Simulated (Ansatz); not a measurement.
All numbers below come from DFT PBE, scalar-relativistic, plane waves, PAW in Ansatz 0.2.0. Cutoff 420 eV, Γ-centred meshes of about 0.25 Å⁻¹ or finer for metals and 0.3 Å⁻¹ for insulators (2π included), Gaussian smearing. No spin polarisation.

Temperature and zero-point effects are left out.

Compare these two cells of Al4Ru3, each relaxed at this level.

A.

```cif
data_structure
_symmetry_space_group_name_H-M 'P4/mmm'
_symmetry_Int_Tables_number 123
_cell_length_a 5.9754
_cell_length_b 5.9754
_cell_length_c 2.9672
_cell_angle_alpha 90.000
_cell_angle_beta 90.000
_cell_angle_gamma 90.000
_cell_volume 105.95
loop_
_atom_site_label
_atom_site_type_symbol
_atom_site_symmetry_multiplicity
_atom_site_Wyckoff_symbol
_atom_site_fract_x
_atom_site_fract_y
_atom_site_fract_z
_atom_site_occupancy
Al1 Al 4 k 0.25200 0.25200 0.50000 1
Ru1 Ru 2 f 0.50000 0.00000 0.00000 1
Ru2 Ru 1 c 0.50000 0.50000 0.00000 1
```

B.

```cif
data_structure
_symmetry_space_group_name_H-M 'I4/mmm'
_symmetry_Int_Tables_number 139
_cell_length_a 3.0743
_cell_length_b 3.0743
_cell_length_c 20.3646
_cell_angle_alpha 90.000
_cell_angle_beta 90.000
_cell_angle_gamma 90.000
_cell_volume 192.47
loop_
_atom_site_label
_atom_site_type_symbol
_atom_site_symmetry_multiplicity
_atom_site_Wyckoff_symbol
_atom_site_fract_x
_atom_site_fract_y
_atom_site_fract_z
_atom_site_occupancy
Al1 Al 4 e 0.00000 0.00000 0.28970 1
Al2 Al 4 e 0.00000 0.00000 0.42852 1
Ru1 Ru 4 e 0.50000 0.50000 0.35223 1
Ru2 Ru 2 a 0.00000 0.00000 0.00000 1
```

Question: Which is lower in energy, and by how much?

Answer: B is lower, by 84 meV/atom. A has space group P4/mmm (No. 123), 15.1 Å³/atom and no gap on its mesh; B has Al and Ru ordered on bcc sites, space group I4/mmm (No. 139), 13.7 Å³/atom and no gap. Counting all near atoms (those within 1.25 times the shortest distance at each site; a plus sign parts nearer from farther groups; a slash parts the counts of unlike sites), A has Al 6+6, Ru 8+4/8+6 and B has Al 14, Ru 14/8+6. The denser one is the lower, and pressure would at first widen the difference. In A, Al is surrounded by 6 Ru at 2.57–2.58 Å and 6 Al at 2.96–3.01 Å; Ru on a site of symmetry mmm is surrounded by 8 Al at 2.58 Å and 4 Ru at 2.97–2.99 Å; around Ru on a site of symmetry 4/mmm lie 8 Al at 2.57 Å and 6 Ru at 2.97–2.99 Å. In B, Al on its first site is surrounded by 4 Ru at 2.52 Å, 5 Al at 2.71–2.83 Å, 1 Ru at 2.89 Å and 4 Al at 3.07 Å; Al on its second site has 8 Ru at 2.62–2.67 Å and 6 Al at 2.83–3.07 Å; Ru on a site of symmetry 4mm has 4 Al at 2.52 Å, 4 Al at 2.67 Å, 1 Al at 2.89 Å and 5 Ru at 3.01–3.07 Å; 1 more site not described. Both come from trial cells of a structure search.

Trial moments fell under 0.15 μB along the way in P4/mmm and I4/mmm; another start might hold them. With atoms moved at random, A and B came back.
